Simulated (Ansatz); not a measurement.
This run works on a generated trial structure, not on a known crystal.

Input and command of a plane-wave DFT calculation in Ansatz:

```yaml
crystal:
  lattice:
    - [5.24562428, 0.0, 0.0]
    - [0.0, 5.24562428, 0.0]
    - [0.0, 0.0, 4.12326539]
  atoms:
    - { symbol: Zn, position: [0.0, 0.0, 0.5] }
    - { symbol: Zn, position: [0.5, 0.5, 0.5] }
    - { symbol: Sb, position: [0.5, 0.5, 0.0] }
    - { symbol: O, position: [0.0, 0.5, 0.15872899] }
    - { symbol: O, position: [0.5, 0.0, 0.15872899] }
    - { symbol: O, position: [0.0, 0.5, 0.84127101] }
    - { symbol: O, position: [0.5, 0.0, 0.84127101] }
basis:
  ecutwfc: 420
kpoints:
  mp_grid: { grid: [3, 3, 4] }
hamiltonian:
  xc: pbe
scf:
  occupations: { method: gaussian, width: 0.2 }
  lower_state_search: "off"
output:
  forces: true
  stress: true
  eigenvalues: true
relax:
  adjacent_minimum: "off"
  f_tol: 0.08
  max_steps: 16
  cell: { stress_tol: 0.8 }
```

```bash
ansatz run input.yaml --threads 1 --pin off --max-ram 2560MiB --backend cpu --events-out ev --progress --plain --runs-dir out
```

Processor: Arm Neoverse N1, 1 thread, on a host shared with other jobs.

Question: How long does it run, and how much memory does it take?

Answer: About 2.1 min, peak memory 0.39 GiB. It solves 39 bands at 9 k points (after reduction by symmetry) with about 2291 plane waves (on the last cell), in 138 SCF iterations over 17 ionic steps, the closing evaluation included.
